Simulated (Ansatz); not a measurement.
YGe2Ru2:
```cif
data_Ge4Ru4Y2
_chemical_formula_sum 'Y2 Ru4 Ge4'
_space_group_name_H-M_alt 'I4/mmm'
_space_group_IT_number 139
_space_group_name_Hall '-I 4 2'
_cell_length_a 4.24333
_cell_length_b 4.24333
_cell_length_c 9.79786
_cell_angle_alpha 90.000
_cell_angle_beta 90.000
_cell_angle_gamma 90.000
loop_
_atom_site_label
_atom_site_type_symbol
_atom_site_symmetry_multiplicity
_atom_site_Wyckoff_symbol
_atom_site_fract_x
_atom_site_fract_y
_atom_site_fract_z
_atom_site_occupancy
Y1 Y 2 a 0.00000 0.00000 0.00000 1
Ru1 Ru 4 d 0.00000 0.50000 0.25000 1
Ge1 Ge 4 e 0.00000 0.00000 0.36870 1
```
(The calculation used a cell of 5 atoms; values per cell refer to that cell.)

Relaxed at zero pressure with plane-wave PAW r²SCAN (Ansatz code).

### Question
The volume is raised by 6 % and shape and atoms relax at that volume. What pressure results, and how do the axes share the change?

### Answer
-7.3 GPa; a 1.7 %, b 1.7 %, c 2.4 %; the energy rises by 26 meV/atom.

### Question
Give the new structure.

### Answer

Space group I4/mmm (No. 139); a = b = 4.3168 Å, c = 10.0353 Å, α = β = γ = 90.00°

```csv
atom,site,symmetry,x,y,z
Y,2a,4/mmm,0.0000,0.0000,0.0000
Ru,4d,-4m2,0.0000,0.5000,0.2500
Ge,4e,4mm,0.0000,0.0000,0.3653
```

The phase is kept; no other phase was compared at this pressure.

The workflow started from an entry of the Crystallography Open Database (COD). Whether it is the stable phase at ambient conditions was not checked. Symmetry was held in the r²SCAN relaxation; whether a distortion lowers the energy is not shown. The run is not spin-polarised.

Potentials: the later of the program's two PAW sets.
